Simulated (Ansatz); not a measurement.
The start is a relaxed Sn cell displaced along its unstable phonon at q = (½, 0, ½) of its primitive reciprocal cell (17i cm⁻¹), largest move 0.15 Å. The structure is fully relaxed (lattice and positions, P = 0) with r2SCAN (plane waves to 500 eV, PAW, scalar-relativistic; Ansatz, an electronic-structure program). The first steps use a coarse 12×12×12 k-mesh.

Initial structure:
```
Sn
1.0
    6.46676     0.00000     0.00000
   -1.61669     2.80019     0.00000
    3.23338     0.00000     3.04969
Sn
2
Direct
  0.00000   0.95361   0.00000
  0.50000   0.04639   0.00000
```

* **Energy released**: 0.01 eV/atom
* **Relative to the parent**: It does not go back: it reaches I4₁/amd (No. 141), AFLOW prototype A_tI4_141_a (A5, as in Sn), 0.01 eV/atom below the parent
* **Band gap at the end**: no gap (metallic)
* **Optimiser moves**: 12

Relaxed structure:

Space group I4₁/amd, origin choice 1 (No. 141); a = b = 5.8786 Å, c = 3.1932 Å, α = β = γ = 90.00°

| atom | site | symmetry | x | y | z |
|---|---|---|---|---|---|
| Sn | 4a | -4m2 | 0.0000 | 0.0000 | 0.0000 |
(The calculation used a cell of 2 atoms; values per cell refer to that cell.)

Final values are on a 16×16×16 k-mesh of the relaxed cell. No spin polarisation in the result.

The run could not lose the symmetry of its start.

Of the parent cell (P6/mmm (No. 191)): it is a generated cell of Sn: the first start was made by placing the elements on the sites of a structure type, and the end was not matched to a known phase here, so it may be hypothetical. Known forms of Sn include space group No. 141, 227.

This is a known allotrope of Sn, reached from a generated start.
